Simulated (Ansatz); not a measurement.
GeS$_{2}$ (Pnnm), relaxed with PBE (Ansatz, a first-principles code, plane waves, PAW): a = 5.618 Å, b = 6.151 Å, c = 3.466 Å, α = β = γ = 90.00°.

```
Property              Result
--------------------  ------
gap (eV)                0.17
B₀ by P(V) fit (GPa)    38.2
```

Task: The same phase is relaxed and computed with HSE06 in the same code. What are the cell and these values now?

Result: a = 5.5783 Å, b = 6.1018 Å, c = 3.4070 Å, α = β = γ = 90.00°.

* **gap (eV)**: 0.94
* **B₀ by P(V) fit (GPa)**: 41.1

Constructed cells (a structure type filled with these elements, in neither database checked): GeS2, Pnnm (Ge on 2a, S on 4g). All cells were relaxed under the symmetry of their starts (and spin orders); stability against distortions was not tested throughout. Scalar-relativistic: spin–orbit coupling is off unless named, which matters more the heavier the elements.

Potentials: the later of the program's two PAW sets.

Ansatz is a plane-wave DFT program.
